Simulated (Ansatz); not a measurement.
## Computed properties of SnTe

```
CELL_PARAMETERS angstrom
0.00000 3.15650 3.15650
3.15650 0.00000 3.15650
3.15650 3.15650 0.00000
ATOMIC_POSITIONS crystal
Sn 0.00000 0.00000 0.00000
Te 0.50000 0.50000 0.50000
```

Atoms are numbered in the order listed.

The cell is COD entry 9008726, as deposited and not checked against the literature; nothing was relaxed.

Spin–orbit coupling is left out, though it moves levels of the heavy atoms by tenths of an eV or more.

Methods: DFT, LDA, all-electron LAPW, scalar-relativistic (Ansatz 0.2.0); DFT, LDA, PAW with Ansatz's default frozen-core files, scalar-relativistic (Ansatz 0.2.0).

For LAPW: a Γ-centred 11×11×11 k mesh, Fermi–Dirac smearing of 0.08 eV, basis error target 0.25 meV/atom, no spin polarisation. PAW takes a cutoff of 420 eV at this cell (files made with PBE, cores remade for this functional). The Ansatz runs share mesh, smearing and spin set-up. Values come from LAPW unless marked.

```
Löwdin charges (with 0.06 e of the cell spilling out of the atomic basis, so their sizes and signs hang on that basis) : Sn1 0.09, Te2 -0.03 e
Pressure at this cell                                                                                                  : -1.71 GPa
Volume per atom                                                                                                        : 31.45 Å³
```

Predict this quantity. Bader charges (from the PAW run).

Sn1 +0.59, Te2 -0.59 e.

Predict this quantity. Band gap.

0.08 eV (so small a gap may close at points that the mesh and path miss).
